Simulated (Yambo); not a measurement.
KTaO$_{3}$ (cubic perovskite, space group Pm-3m, No. 221), G0W0@LDA (Yambo, plasmon pole, terminator in G, 4×4×4 mesh): gap R → Γ in eV by bands and screening block.

| bands (W and G) | 2 Ry | 3 Ry | 5 Ry | 6 Ry | 8 Ry |
|---|---|---|---|---|---|
| 35 | 4.48 | 4.23 | 4.11 | 4.10 | 4.10 |
| 50 | 4.24 | ? | 3.89 | 3.89 | 3.91 |
| 70 | 4.13 | ? | 3.78 | 3.78 | 3.81 |
| 97 | 4.08 | 3.82 | 3.72 | 3.72 | 3.76 |
| 123 | ? | 3.78 | 3.68 | 3.68 | 3.72 |

Q: Estimate the withheld gaps from their neighbours; the computed values follow.

A: 
- 50, 3 Ry: 3.99
- 70, 3 Ry: 3.88
- 123, 2 Ry: 4.06

The largest settings aren't shown to be the converged limit.

Spin-orbit coupling is not included.

Geometry of the Materials Project entry, not relaxed at this level; primitive cell a = 3.9949 Å, b = 3.9949 Å, c = 3.9949 Å, α = 90.00°, β = 90.00°, γ = 90.00°.
